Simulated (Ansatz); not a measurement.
**SiC**

```
Si C
1.0
     3.09197    0.00000    0.00000
    -1.54598    2.67772    0.00000
     0.00000    0.00000    5.07433
Si C
2 2
Direct
  0.33333 0.66667 0.00008
  0.66667 0.33333 0.50008
  0.33333 0.66667 0.37592
  0.66667 0.33333 0.87592
```

Atom numbers follow the list: Si1, Si2, C3, C4.

The structure comes from a relaxation in the same program, started in the wurtzite type, and has space group P6_3mc. Whether it is a known phase or the ground state wasn't checked.

Levels of theory: DFT, PBE, all-electron LAPW, scalar-relativistic (Ansatz 0.2.0); DFT, PBE, PAW with Ansatz's default frozen-core files, scalar-relativistic (Ansatz 0.2.0); DFT, PBE, all-electron PAW with datasets made for the crystal, scalar-relativistic (Ansatz 0.2.0).

For LAPW: a Γ-centred 13×13×7 k mesh, Fermi–Dirac smearing of 0.08 eV, basis error target 1 meV/atom, no spin polarisation. PAW takes a cutoff of 420 eV at this cell. The crystal-made all-electron datasets (AE datasets) take a cutoff of 340 eV at this cell. The Ansatz runs share mesh, smearing and spin set-up. Values come from LAPW unless marked.

```json
{"Band gap": "2.31 eV, indirect from Γ to K (0.333, 0.333, 0)", "Field gradients Vzz (crystal-made datasets)": "Si1 0.30 (η = 0.00), C3 0.19 (η = 0.00) in 10²¹ V/m²", "Volume per atom": "10.50 Å³", "Pressure at this cell": "0.02 GPa"}
```

(1) Smallest direct gap on the path: what does the calculation give?

(2) Predict this quantity. Bader charges (from the PAW run).

(3) Give the computed value. Löwdin charges (with 0.15 e of the cell spilling out of the atomic basis, so their sizes and signs hang on that basis).

Results:

(1) 3.94 eV.

(2) Si1 +2.76, C3 -2.76 e.

(3) Si1 1.06, C3 -0.98 e.
